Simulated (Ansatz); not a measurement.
Data:

InP:
```cif
data_InP
_chemical_formula_sum 'In1 P1'
_space_group_name_H-M_alt 'Pm-3m'
_space_group_IT_number 221
_space_group_name_Hall '-P 4 2 3'
_cell_length_a 3.44797
_cell_length_b 3.44797
_cell_length_c 3.44797
_cell_angle_alpha 90.000
_cell_angle_beta 90.000
_cell_angle_gamma 90.000
loop_
_atom_site_label
_atom_site_type_symbol
_atom_site_symmetry_multiplicity
_atom_site_Wyckoff_symbol
_atom_site_fract_x
_atom_site_fract_y
_atom_site_fract_z
_atom_site_occupancy
In1 In 1 a 0.00000 0.00000 0.00000 1
P1 P 1 b 0.50000 0.50000 0.50000 1
```

This is the PBE-relaxed structure.

Task: All from DFT-PBE in the program Ansatz with PAW potentials, unless another level is named. Estimate the electronic character.

Result: metallic (no gap).

Task: Give the density of states at the Fermi level.

Result: 0.60 states/eV per atom (mean over ±0.08 eV).

Task: Next, the formation energy from the elements (no fitted shifts)?

Result: 0.36 eV/atom.

A made-up cell: these elements were put on the sites of a structure type; neither database checked (COD, Materials Project) lists it. It is not the phase usual at ambient conditions (space group No. 216). The PBE relaxation kept the symmetry of its start; its stability against distortions is not shown here. The references are the lowest solids computed at this level, not always the standard phases. Scalar-relativistic: spin–orbit coupling is off unless named, which matters more the heavier the elements.

Potentials: the later of the program's two PAW sets.
